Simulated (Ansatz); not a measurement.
# VPt₂: from a starting cell to a relaxed one

The start is a relaxed VPt2 cell, doubled along one cell vector, shaken by Gaussian noise of σ = 0.08 Å a coordinate. The cell and all atomic positions are relaxed at zero pressure with PBEsol (plane waves to 420 eV, PAW, scalar-relativistic; Ansatz, a program for electronic structure). First-step values are on the input's coarse k-mesh.

Ansatz input (later rounds restart from its end on a renewed k-mesh):
Ansatz 0.2 input:
```yaml
crystal:
  lattice:
    - [5.3419981598, 0, 0]
    - [0, 5.3419981598, 0]
    - [0, 0, 7.8592147456]
  atoms:
    - { symbol: V, position: [0.5088260028, 0.4859040591, 0.2558586875] }
    - { symbol: V, position: [0.5033980319, 0.4733050799, 0.7459295014] }
    - { symbol: V, position: [0.0084591066, 0.0345052557, -0.0027320268] }
    - { symbol: V, position: [-0.0279210688, -0.0099815731, 0.514342064] }
    - { symbol: Pt, position: [0.7933696609, 0.8072897935, 0.2519626271] }
    - { symbol: Pt, position: [0.8198886345, 0.7966351525, 0.7425689876] }
    - { symbol: Pt, position: [0.311836037, 0.6978026638, 0.0179589544] }
    - { symbol: Pt, position: [0.2983818498, 0.6950026971, 0.5016053657] }
    - { symbol: Pt, position: [0.6882085964, 0.3155073746, -0.0031298586] }
    - { symbol: Pt, position: [0.666427737, 0.313959311, 0.4852241319] }
    - { symbol: Pt, position: [0.1713079951, 0.1979380846, 0.2422855876] }
    - { symbol: Pt, position: [0.1827840145, 0.2021159127, 0.7386142856] }
basis: { ecutwfc: 420, ecutrho_ratio: 4, xc_grid: 2, fft_grid_basis: typed }
kpoints: { mp_grid: { grid: [6, 6, 4] } }
hamiltonian:
  xc: pbesol
  dispersion: none
  pseudopotentials: { kind: paw }
scf: { occupations: { method: fermi_dirac, width: 0.05 } }
relax: { f_tol: 0.01, max_steps: 100, cell: { stress_tol: 0.02 } }
output: { forces: true, stress: true }
```

Q: What is the largest force in the starting geometry, and on which atom (counted from 1)?

A: 2.16 eV/Å, on Pt10 (atoms numbered as listed).

Q: By how much does the energy per atom fall from start to end?

A: 1.21 eV/atom.

Q: Does it find its way back to the structure it was made from?

A: It does not go back: it reaches P-1 (No. 2), 1.15 eV/atom below the parent.

Q: How do the shortest distances between atoms change?

A: The closest pairs of elements (up to four, under 3.6 Å), start → end: Pt–V 2.19 → 2.58 Å; V–V 3.81 → 2.57 Å; Pt–Pt 2.83 → 2.65 Å.

Q: Is the relaxed structure metallic? Give its gap.

A: No gap (metallic).

Q: Write out the relaxed structure.

A: 
```
CELL_PARAMETERS angstrom
      4.67876     0.00000     0.00000
     -1.48699     5.19211     0.00000
     -0.79435    -1.74624     7.05285
ATOMIC_POSITIONS crystal
  V  0.23676 0.18793 0.09187
  V  0.24678 0.37578 0.73256
  V  0.76324 0.81207 0.90813
  V  0.75322 0.62422 0.26744
  Pt 0.26704 0.68033 0.06803
  Pt 0.75538 0.47182 0.59498
  Pt 0.73296 0.31967 0.93197
  Pt 0.24462 0.52818 0.40502
  Pt 0.25632 0.89115 0.76907
  Pt 0.24351 0.03227 0.41086
  Pt 0.74368 0.10885 0.23093
  Pt 0.75649 0.96773 0.58914
```

Final values are on a 10×9×6 k-mesh of the relaxed cell. No spin polarisation in the result.

The relaxed structure here is a generated cell of VPt2: the first start was made by placing the elements on the sites of a structure type, and the end was not matched to a known phase here, so it may be hypothetical.
